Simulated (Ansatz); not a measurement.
A geometry of Rh away from equilibrium: step 2 of the relaxation of a randomly generated symmetric cell of Rh (space group No. 49). The numbers are results of PBE (plane waves to 420 eV, PAW, scalar-relativistic; Ansatz, an electronic-structure program), not measurements. Γ-centred k-mesh 11×8×7 on the run's cell (coarser than for final values), Fermi–Dirac smearing 0.05 eV. The plane waves were selected for a different cell earlier on the path.

```
Rh
1.0
    2.94809     0.00000     0.00000
    0.00000     4.30039     0.00000
    0.00000     0.00000     4.71723
Rh
4
Direct
  0.20229   0.75572   0.50000
  0.79771   0.24428   0.50000
  0.79771   0.75572   0.00000
  0.20229   0.24428   0.00000
```

Problem. What forces act on the atoms (eV/Å)?

Solution. 
| atom | Fx | Fy | Fz |
|---|---|---|---|
| Rh1 | 1.36 | -0.67 | 0.00 |
| Rh2 | -1.36 | 0.67 | 0.00 |
| Rh3 | -1.36 | -0.67 | 0.00 |
| Rh4 | 1.36 | 0.67 | 0.00 |

The path ends in I4/mmm (No. 139) (AFLOW prototype A_tI2_139_a (A_a)). No spin polarisation in the result.

The run could not lose the symmetry of its start: the end is stationary, and may be a saddle point rather than a minimum.

The end of the path is a generated cell of Rh: the first start was made by a random draw of sites in a space group, and the end was not matched to a known phase here, so it may be hypothetical. Known forms of Rh include space group No. 225.
